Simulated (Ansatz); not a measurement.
TiS₂ (CdI2 type)

```yaml
crystal:
  lattice:
    - [3.36050, 0.00000, 0.00000]
    - [-1.68025, 2.91028, 0.00000]
    - [0.00000, 0.00000, 5.52286]
  atoms:
    - { symbol: Ti, position: [0.00000, 0.00000, 0.00000] }
    - { symbol: S, position: [0.33333, 0.66667, 0.25856] }
    - { symbol: S, position: [0.66667, 0.33333, 0.74144] }
```

The slice is a (0001) plane (indices of the conventional cell) through the point (0.667, 0.333, 0.741) (fractional), spanned by u = [110] and v = [1 -1 0] in vectors of this cell: u (3.36 Å) and v (5.82 Å, at 90° to u). It covers one period; positions are fractions (u, v).

All values below come from PBE-D3(BJ) (plane waves to 420 eV, PAW, scalar-relativistic; Ansatz, a quantum-chemistry and plane-wave program). k mesh 16×16×9. Inside the PAW spheres the values are not all-electron values, and peaks at nuclei hang on which shells count as valence. At this level the bands of TiS2 touch or barely overlap. The PAW data are Ansatz's earlier set. TiS2 is run without spin polarisation. TiS2 was relaxed with its symmetry unable to fall.

### Question
Sketch the valence electron density on this plane as a map.

### Answer
```
|##%%@@@@##++--::--++##@@@@%%|
|@@@@@@%%**==--::--==**%%@@@@|
|@@@@%%##++==::::::==++##%%@@|
|####**++==--::..::--==++**##|
|======----::::::::::----====|
|::::::::::----------::::::::|
|    ..::--==++++++==--::..  |
|    ..--++**######**++--..  |
|  ..::++**%%@@@@@@%%**++::..|
|..::==**%%@@@@@@@@@@%%**==::|
|::::==##@@@@%%##%%@@@@##==::|
|::--++##@@@@##..##@@@@##++--|
|::--++##@@@@%%##%%@@@@##++--|
|::--==**%%@@@@@@@@@@%%**==--|
|::::==++##%%@@@@@@%%##++==::|
|..::--==++**######**++==--::|
|::::::----==========----::::|
|------::::::::::::::::::----|
|++++==--::..      ..::--==++|
|####**++--..      ..--++**##|
|@@@@%%**++::..  ..::++**%%@@|
|@@@@@@%%**==::..::==**%%@@@@|
|##%%@@@@##==::::::==##@@@@%%|
|..##@@@@##++--::--++##@@@@##|
```
Scale: ten equal steps from -1.26 (start of ' ') to 0.06 (end of '@'), in the order ' .:-=+*#%@'. Values: log₁₀ of the valence density in e/Å³. The map has 14 points along u (two characters each, u = 0 at the left) and 24 along v (v = 0 in the bottom row). The scale is logarithmic, as a density can span decades between atoms and voids.
